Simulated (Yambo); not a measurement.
Rb2LiScF6 (space group Fm-3m, No. 225), G0W0@PBEsol in Yambo with this input:

```
rim_cut
gw0
dyson
el_el_corr
HF_and_locXC
ppa
em1d
RandQpts= 1000000
RandGvec= 1 Ry
EXXRLvcs= 84 Ry
VXCRLvcs= 336 Ry
Chimod= "HARTREE"
% BndsRnXp
 3 | 290 |
%
NGsBlkXp= 8 Ry
% LongDrXp
 1.0 | 1.0 | 1.0 |
%
PPAPntXp= 27.2114 eV
% GbndRnge
 1 | 290 |
%
GTermKind= "BG"
DysSolver= "n"
ExtendOut
```

On a 2×2×2 mesh, with wavefunctions cut at 84 Ry, the gap (Γ → Γ) is 11.879 eV and the valence edge shifts by -2.245 eV.

Question: What happens with this change: 3 Ry block?

Answer: The gap rises by 0.539 eV, to 12.418 eV; the shift of the valence edge becomes -2.594 eV. Neither run is shown to be the converged limit.

Geometry of the Materials Project entry, not relaxed at this level; primitive cell a = 5.987 Å, b = 5.987 Å, c = 5.987 Å, α = 60.00°, β = 60.00°, γ = 60.00°.

The structure is a Materials Project entry; no match was found in the copy of COD used, and its stability was not checked.

A shift is the quasiparticle energy of the state minus its PBEsol energy.
